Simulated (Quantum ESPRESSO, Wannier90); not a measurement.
Wannier functions of InAs (wurtzite)

```xyz
4
Lattice="4.3114 0.0000 0.0000 -2.1557 3.7338 0.0000 0.0000 0.0000 7.0888" Properties=species:S:1:pos:R:3 pbc="T T T"
In    -2.1557     1.2446    -3.5402
In     2.1557    -1.2446     0.0042
As    -2.1557     1.2446    -0.8867
As     2.1557    -1.2446     2.6577
```

Materials Project entry mp-1007652; symmetrised, unrelaxed at this level. Not found in the COD (Crystallography Open Database) copy used, which has the formula in other groups; not checked further. Method: LDA plane waves in Quantum ESPRESSO 7.5 (PseudoDojo norm-conserving files, 64 Ry, no spin polarisation, no spin-orbit coupling), Bloch states on a 6×6×4 mesh through Γ, Wannier90 4.0.1. Density: 12×12×6 mesh, cold smearing 0.01 Ry. Spin-orbit coupling is left out although heavy elements are present.

A tight-binding model is made by disentanglement and projection with no localisation steps (num_iter = 0), so the 16 orbitals stay atom-like: hydrogen-like In: s;p; As: s;p, axes along x, y, z; frozen window up to 1.50 eV relative to the Fermi level. It follows pw.x to 3.6 meV rms for states up to 1.0 eV relative to the Fermi level. Matrix elements depend on this choice of orbitals and windows.

Question: Which pairs of orbitals on different sites are coupled most strongly? Give distance, modulus and how many such pairs a cell has.

Answer: 
```csv
orbital,orbital,distance of the centres (Å),modulus (eV),pairs
As pz,In pz,3.05,2.45,2
As pz,In s,2.79,2.07,2
As py,In py,3.00,2.06,2
As py,In s,2.78,1.96,2
As s,In pz,2.93,1.88,2
As s,In py,2.86,1.79,2
As px,In s,2.72,1.69,4
As s,In px,2.77,1.55,4
As px,In py,2.68,1.33,4
As py,In px,2.74,1.33,4
As px,In px,2.86,1.29,4
As s,In s,2.64,1.19,8
As py,In pz,2.70,1.13,2
As pz,In py,2.82,1.10,2
As px,In px,2.47,1.09,2
As py,In py,2.47,1.09,2
As px,In px,2.44,1.01,2
As py,In s,2.61,0.98,4
As px,In pz,2.64,0.98,4
As pz,In px,2.73,0.95,4
As s,In py,2.60,0.89,4
As pz,In s,2.60,0.71,6
As s,In pz,2.56,0.65,6
As pz,In pz,2.54,0.63,6
As py,In pz,2.53,0.56,4
As pz,In py,2.55,0.55,4
As pz,In pz,4.03,0.47,2
In px,In py,3.99,0.43,4
In px,In px,4.31,0.37,2
In py,In pz,4.14,0.33,2
```
